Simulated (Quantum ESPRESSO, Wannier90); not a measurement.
# TePb$_{2}$S (R-3m), plane waves to Wannier functions

```xyz
4
Lattice="-2.2220 3.8486 0.0000 -4.4440 0.0000 0.0000 -2.2220 1.2829 7.2599" Properties=species:S:1:pos:R:3 pbc="T T T"
Te    -4.4440     2.5657     3.6299
Pb    -2.2220     1.2829     1.6345
Pb     2.2220    -1.2829    -1.6345
S      0.0000     0.0000     0.0000
```

Cell from Materials Project (mp-1217283), symmetrised, no further relaxation. Not found in the COD (Crystallography Open Database) copy used; not checked further. Method: LDA plane waves in Quantum ESPRESSO 7.5 (PseudoDojo norm-conserving files, 66 Ry, no spin polarisation, no spin-orbit coupling), Bloch states on a 4×4×4 mesh through Γ, Wannier90 4.0.1. Density: 8×8×8 mesh, Gaussian smearing 0.01 Ry. Spin-orbit coupling is left out although heavy elements are present.

Functional, cutoff and mesh named above are those of the base row (4×4×4); the first column says what each row takes instead. Model: 10 functions from bands 16-25, start SCDM (isolated) (the valence bands). Energies are relative to the valence-band maximum; the misfit is to pw.x on a path, for all bands of the set. Only the mesh of Bloch states changes. Ω_total can sit in another minimum from row to row; Ω_I of an isolated set cannot. A star marks runs that hit the step limit.

```tsv
mesh	Ω_I (Å²)	Ω_total (Å²)	rms misfit (meV)	k-points (cost)	rough cost of nscf and overlaps (first row = 1)
2×2×2	15.16	18.60	237	8	1.0
3×3×3	?	24.66	106	27	2.5
4×4×4	22.53	26.96	53	64	5
5×5×5	24.55	28.95*	35	125	10
```

Problem. Fill in the missing entries.

Solution. 
- 3×3×3, Ω_I (Å²): 20.00
